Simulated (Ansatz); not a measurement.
A: FeCo (CsCl type), a = b = c = 2.8451 Å, α = β = γ = 90.00°
B: Pb (fcc, Cu type), a = b = c = 5.034 Å, α = β = γ = 90.00°
C: Rb (bcc, W type), a = 5.6710 Å, b = 5.6710 Å, c = 5.6710 Å, α = 90.00°, β = 90.00°, γ = 90.00°
D: InAs (zinc blende), a = b = c = 6.186 Å, α = β = γ = 90.00°

Scan: energy against volume (even scaling of the relaxed cell, symmetry kept). One method and one kind of scan serve all of them; meshes and ranges differ. All were relaxed with their symmetry unable to fall. At this level the bands of InAs touch or barely overlap; measurements give the solid a gap. Relaxed FeCo ends ferromagnetic. Spin-orbit coupling is left out. The relaxed volume of Pb is well above the measured one; the method has no dispersion term. Other magnetic orders were not checked, so this need not be the ground state. (This holds for the magnetic or f-shell members.)

**Question.** Put the candidates in order of bulk modulus (fitted), highest first, for PBE (plane waves to 420 eV, PAW, scalar-relativistic; Ansatz, a program for electronic structure).

**Answer.** A (191 GPa), D (48.3 GPa), B (40.2 GPa), C (2.8 GPa)

(A scan under strain: stresses follow from slopes of the energy per volume, elastic moduli from its curvatures.)
